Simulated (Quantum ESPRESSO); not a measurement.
SrCa₃F₈ (changed cell): field gradients at the nuclei

```yaml
crystal:
  lattice:
    - [5.60095, 0.00000, 0.00000]
    - [0.00000, 5.60095, 0.00000]
    - [0.00000, 0.00000, 5.60095]
  atoms:
    - { symbol: Sr, position: [0.00000, 0.00000, 0.00000] }
    - { symbol: F, position: [0.25569, 0.25569, 0.74431] }
    - { symbol: F, position: [0.25569, 0.74431, 0.74431] }
    - { symbol: Ca, position: [0.00000, 0.50000, 0.50000] }
    - { symbol: F, position: [0.25569, 0.74431, 0.25569] }
    - { symbol: F, position: [0.25569, 0.25569, 0.25569] }
    - { symbol: Ca, position: [0.50000, 0.00000, 0.50000] }
    - { symbol: F, position: [0.74431, 0.25569, 0.25569] }
    - { symbol: F, position: [0.74431, 0.74431, 0.25569] }
    - { symbol: Ca, position: [0.50000, 0.50000, 0.00000] }
    - { symbol: F, position: [0.74431, 0.74431, 0.74431] }
    - { symbol: F, position: [0.74431, 0.25569, 0.74431] }
```
The cell was made here from a computed Materials Project entry: one of 4 Ca replaced by Sr, cell and atoms relaxed (PBE without dispersion, pw.x of a modified build of Quantum ESPRESSO, symmetry kept). The parent is CaF2 in Fm-3m. The swapped cell is a model, not a known phase. Stability against distortions was not tested.

Principal values are ordered |Vxx| ≤ |Vyy| ≤ |Vzz|, η = (Vxx − Vyy)/Vzz, and C_Q = eQVzz/h is given by its size. Cores are frozen. Against all-electron runs on small test molecules, this scheme's |Vzz| missed by −6 to +4 % (−29 % in KF) on F. Ca had no test against all-electron runs.

Quadrupole moments taken as inputs (sizes, barn, from the tables of PySCF and pymatgen): ⁸⁷Sr 0.305, ⁴³Ca 0.0408.

### Question
What do the calculations give at each independent site (field gradients by a PBE PAW density (pw.x of Quantum ESPRESSO, JTH datasets) with the all-electron reconstruction of Petrilli and co-workers, 22.5 Ha, k-mesh 4×4×4 through Γ)?

### Answer
```tsv
site	site symmetry	Vzz (a.u.)	η_Q	∣C_Q∣ (MHz)
Sr (atom 1)	m-3m	0	–	0 (⁸⁷Sr)
F (atoms 2, 3, 5, 6, 8, 9, …)	3m	-0.116	0.00	–
Ca (atoms 4, 7, 10)	4/mmm	-0.077	0.00	0.74 (⁴³Ca)
```
